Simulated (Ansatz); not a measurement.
Relaxing an invented SnCl2O structure

The calculation used DFT PBE+D3(BJ), scalar-relativistic, plane waves, PAW in Ansatz. Cutoff 420 eV, Gaussian smearing, Γ-centred meshes. In-plane cell and atoms relax first on a coarse mesh and then on a converged one. The steps can't lower the symmetry of their start. No spin polarisation.

A trial structure of SnCl2O was built thus: sheets of the VCl2O type as a bilayer (elements of the layers in order: SnCl2O (VCl2O type), SnCl2O (VCl2O type)). A sheet's type names the database crystal that the layer was cut from. The dimensions are guesses.

Only a and b repeat, and vacuum parts the sheet from its images along c.

```
CELL_PARAMETERS angstrom
3.29493 0.00000 0.00000
0.00000 3.51739 0.00000
0.00000 0.00000 24.00000
ATOMIC_POSITIONS crystal
Sn 0.00000 0.06200 0.37327
Sn 0.00000 0.06200 0.62673
Cl 0.50000 0.00455 0.43812
Cl 0.50000 0.00455 0.30842
Cl 0.50000 0.00455 0.69158
Cl 0.50000 0.00455 0.56188
O 0.00000 0.51359 0.37327
O 0.00000 0.51359 0.62673
```

The zero of energy is the elements' standard structures at the same level (Cl₂, O₂ as molecules); no fitted shifts are applied. The references include grey tin.

**Question.** What does it relax into?

**Answer.** The symmetry goes from pm2m (No. 27) to pmmm (No. 37). The area per atom grows by 23.3 %, from 1.4 to 1.8 Å². The shortest distance goes from 1.59 Å (Sn–O) to 1.93 Å (Sn–O). The energy falls by about 1.1 eV/atom (the start's value is from the coarse mesh). The program sets the height of the box itself, so the height of the cell differs between start and end. In-plane cell: a = 3.696 Å, b = 3.866 Å, γ = 90.0°, thickness 10.67 Å between the outermost nuclei. Sn at height 1.78 Å has 2 O at 1.93 Å; Cl at height 3.56 Å has 2 Sn at 2.56 Å; Cl at height 0.00 Å has 2 Sn at 2.57 Å; O at height 1.79 Å has 2 Sn at 1.93 Å.

```
CELL_PARAMETERS angstrom
3.69610 0.00000 0.00000
0.00000 3.86615 0.00000
0.00000 0.00000 44.94191
ATOMIC_POSITIONS crystal
Sn 0.00000 0.02117 0.18792
Sn 0.00000 0.02117 0.34611
Cl 0.50000 0.02117 0.22743
Cl 0.50000 0.02117 0.14831
Cl 0.50000 0.02117 0.38571
Cl 0.50000 0.02117 0.30660
O 0.00000 0.52117 0.18822
O 0.00000 0.52117 0.34581
```

**Question.** Give its energy and gap.

**Answer.** The formation energy is −1.079 eV/atom and the gap on the 8×8×1 mesh of the 8-atom cell is 1.61 eV.

Whether it is stable depends on the other phases of the system, which aren't compared here.

The last run used Gaussian smearing of 0.02 eV. Kohn–Sham gaps at this level usually fall short of measured ones. Symmetry constrained the relaxation, so the result can be a saddle point. In all, the 4 runs took 28 min on 1 thread of Intel(R) Xeon(R) Processor @ 2.50GHz (Skylake/Cascade Lake) (shared host).
